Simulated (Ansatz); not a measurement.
Relaxed-ion elastic tensor of Ir$_{3}$W (Cu3Au type, space group No. 221) in GPa (Voigt order), r²SCAN in the plane-wave PAW code Ansatz; density 21.78 g/cm³, 14.50 Å³ per atom.

```
     1    2    3    4    5    6
-  ---  ---  ---  ---  ---  ---
1  617  255  255  0.0  0.0  0.0
2  255  617  255  0.0  0.0  0.0
3  255  255  617  0.0  0.0  0.0
4  0.0  0.0  0.0  263  0.0  0.0
5  0.0  0.0  0.0  0.0  263  0.0
6  0.0  0.0  0.0  0.0  0.0  263
```

Problem. Is the crystal mechanically stable?

Solution. Yes: the smallest eigenvalue of C is 263 GPa.

Problem. Work out the Voigt, Reuss and Hill averages.

Solution. K_V = 376, K_R = 376, K_H = 376; G_V = 230, G_R = 223, G_H = 226 GPa.

Problem. Give Young's modulus, Poisson's ratio, Pugh's ratio and the universal anisotropy index.

Solution. E = 9KG/(3K + G) = 566 GPa; ν = 0.25; K/G = 1.66 (near the Pugh limit of 1.75, no verdict); A_U = 5G_V/G_R + K_V/K_R − 6 = 0.17.

Problem. Estimate the sound speeds and the Debye temperature.

Solution. v_l = √((K + 4G/3)/ρ) = 5580 m/s, v_t = √(G/ρ) = 3220 m/s, mean 3580 m/s; Θ = (h/k)(3n/4πV)^(1/3) v_m = 437 K.

Problem. Give the Zener ratio and Young's modulus along [100], [110] and [111].

Solution. A = 2C44/(C11 − C12) = 1.45; 1/E = S11 − 2(S11 − S12 − S44/2)Γ with Γ = 0, 1/4, 1/3 gives 468, 586, 639 GPa.

Problem. Solve the Christoffel equation for the three sound speeds along [100], [110], [111].

Solution. Eigenvalues of C_ijkl n_j n_l equal ρv². In km/s, slowest first: [100] 3.47, 3.47, 5.32; [110] 2.88, 3.47, 5.66; [111] 3.09, 3.09, 5.77.

Space group Pm-3m (Cu3Au type). A made-up cell: these elements were put on the sites of a structure type; neither database checked (COD, Materials Project) lists it. COD files the formula under space group No. 194. Its standing as an ambient phase is unchecked. The cell was relaxed with r²SCAN under the symmetry of its start; whether a distortion lowers the energy is not shown. No spin polarisation was allowed. As this level gives no gap, shear constants depend on the k-mesh and smearing (Fermi–Dirac, 0.1 eV here). Scalar-relativistic: spin–orbit coupling is off unless named, which matters more the heavier the elements.

Potentials: the earlier of the program's two PAW sets. The files were generated under PBE; for other functionals the program regenerates the frozen cores, and for LDA and PBEsol the local potential too.
